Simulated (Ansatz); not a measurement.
Relaxed-ion elastic tensor of Si in space group Fd-3m (No. 227; Si on 8a, Si on 32e, Si on 96g) in GPa (Voigt order), plane-wave PAW r²SCAN (Ansatz code); density 2.00 g/cm³, 23.30 Å³ per atom.

|  | 1 | 2 | 3 | 4 | 5 | 6 |
|---|---|---|---|---|---|---|
| 1 | 115 | 42.6 | 42.6 | 0.0 | 0.0 | 0.0 |
| 2 | 42.6 | 115 | 42.6 | 0.0 | 0.0 | 0.0 |
| 3 | 42.6 | 42.6 | 115 | 0.0 | 0.0 | 0.0 |
| 4 | 0.0 | 0.0 | 0.0 | 45.9 | 0.0 | 0.0 |
| 5 | 0.0 | 0.0 | 0.0 | 0.0 | 45.9 | 0.0 |
| 6 | 0.0 | 0.0 | 0.0 | 0.0 | 0.0 | 45.9 |

Is the crystal mechanically stable?

Yes: the smallest eigenvalue of C is 45.9 GPa.

Work out the Voigt, Reuss and Hill averages.

K_V = 66.8, K_R = 66.8, K_H = 66.8; G_V = 42.0, G_R = 41.5, G_H = 41.8 GPa.

Give Young's modulus, Poisson's ratio, Pugh's ratio and the universal anisotropy index.

E = 9KG/(3K + G) = 104 GPa; ν = 0.24; K/G = 1.60 (brittle by the Pugh limit of 1.75); A_U = 5G_V/G_R + K_V/K_R − 6 = 0.07.

Estimate the sound speeds and the Debye temperature.

v_l = √((K + 4G/3)/ρ) = 7820 m/s, v_t = √(G/ρ) = 4570 m/s, mean 5070 m/s; Θ = (h/k)(3n/4πV)^(1/3) v_m = 528 K.

Give the Zener ratio and Young's modulus along [100], [110] and [111].

A = 2C44/(C11 − C12) = 1.27; 1/E = S11 − 2(S11 − S12 − S44/2)Γ with Γ = 0, 1/4, 1/3 gives 92.1, 106, 112 GPa.

Solve the Christoffel equation for the three sound speeds along [100], [110], [111].

Eigenvalues of C_ijkl n_j n_l equal ρv². In km/s, slowest first: [100] 4.79, 4.79, 7.58; [110] 4.26, 4.79, 7.89; [111] 4.44, 4.44, 8.00.

The workflow started from a Materials Project entry (that database holds measured and hypothetical structures alike). Its sites differ from those of the usual phase in this space group: another stacking or structure type. The cell was relaxed with r²SCAN under the symmetry of its start; whether a distortion lowers the energy is not shown.

Potentials: the earlier of the program's two PAW sets.
